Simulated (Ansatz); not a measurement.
LaB6 in space group Pm-3m (No. 221; La on 1a, B on 6f) under volume change, DFT-r²SCAN in the program Ansatz with PAW potentials, shape and atoms relaxed at each volume.

```json
[
 {"V (Å³/atom)": "9.306", "E − E(relaxed) (meV/atom)": "53.8", "P (GPa)": "20.16"},
 {"V (Å³/atom)": "9.613", "E − E(relaxed) (meV/atom)": "22.7", "P (GPa)": "12.46"},
 {"V (Å³/atom)": "9.920", "E − E(relaxed) (meV/atom)": "5.4", "P (GPa)": "5.79"},
 {"V (Å³/atom)": "10.226", "E − E(relaxed) (meV/atom)": "0.0", "P (GPa)": "0.00"},
 {"V (Å³/atom)": "10.533", "E − E(relaxed) (meV/atom)": "4.9", "P (GPa)": "-5.03"},
 {"V (Å³/atom)": "10.840", "E − E(relaxed) (meV/atom)": "18.8", "P (GPa)": "-9.39"},
 {"V (Å³/atom)": "11.147", "E − E(relaxed) (meV/atom)": "40.5", "P (GPa)": "-13.18"}
]
```

Question: What does a third-order Birch–Murnaghan fit give for V₀, B₀ and B′?

Answer: V₀ = 10.23 Å³/atom, B₀ = 180 GPa, B′ = 3.7.

Symmetry was held in the r²SCAN relaxation; of distortions, only those at the zone centre were tested. Spin–orbit coupling is left out wherever it is not named.

Potentials: the earlier of the program's two PAW sets.
